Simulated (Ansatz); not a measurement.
EuSb: computed DOS

```cif
data_structure
_symmetry_space_group_name_H-M 'P 1'
_symmetry_Int_Tables_number 1
_cell_length_a 5.1351
_cell_length_b 5.1351
_cell_length_c 5.1351
_cell_angle_alpha 60.000
_cell_angle_beta 60.000
_cell_angle_gamma 60.000
_cell_volume 95.75
loop_
_atom_site_label
_atom_site_type_symbol
_atom_site_fract_x
_atom_site_fract_y
_atom_site_fract_z
_atom_site_occupancy
Eu1 Eu 0.00000 0.00000 0.00000 1
Sb1 Sb 0.25000 0.25000 0.25000 1
```

The runs use the primitive cell with vectors (0.000, 3.631, 3.631), (3.631, 0.000, 3.631), (3.631, 3.631, 0.000) Å, to which the k mesh refers.

The structure comes from a relaxation in the same program, started in the zincblende type, and has space group F-43m. Whether it is a known phase or the ground state wasn't checked.

Semilocal functionals without a Hubbard term describe localised f shells poorly; where the shell is localised, the real material differs.

The magnetic state is the one reached from the start moments; no search over orders was made, so it needn't be the ground state.

Spin–orbit coupling is left out, though it moves levels of the heavy atoms by tenths of an eV or more.

Theory: Ansatz 0.2.0, DFT, PBE, all-electron LAPW, scalar-relativistic.

Settings: a Γ-centred 9×9×9 k mesh, Fermi–Dirac smearing of 0.03 eV, basis error target 0.5 meV/atom, spin-polarised from start moments Eu1 7 μB, ending with a cell moment of 6.00 μB.

States per eV and cell, averaged over 0.6 eV, from -1.6 to 3.6 eV, with energies (bin centres) from the Fermi level; empty bins are left out. The partial columns, the largest 5 alone, are projections on Löwdin-orthogonalised atomic shells (those that the program's projection atoms carry: the occupied ones and, for some elements, an empty d or f shell; other empty shells have no column), summed over atoms of an element and both spins. Weights on diffuse s and p shells depend on that basis and aren't pure angular character.

```
E (eV)  spin-up  spin-down  Eu 4f  Eu 5d  Sb 5p  Eu 6s  Sb 5s
  -1.4     1.53       1.57   0.12   0.49   1.95   0.46   0.03
  -0.8     2.83       1.17   1.40   0.66   1.84   0.05   0.01
  -0.2    11.45       2.26   9.93   0.94   2.70   0.06   0.00
   0.4     0.86       0.00   0.22   0.12   0.51   0.00   0.00
   1.6     0.21       0.00   0.00   0.18   0.00   0.00   0.01
   2.2     0.79       0.61   0.01   1.18   0.05   0.04   0.02
   2.8     1.47       0.81   0.04   1.83   0.10   0.17   0.03
   3.4     2.31       2.10   0.29   3.25   0.24   0.28   0.05
```

Question: Where is the centre of the filled Eu 4f states between -14 eV and the top of the filled states?

Answer: -0.40 eV from the Fermi level.
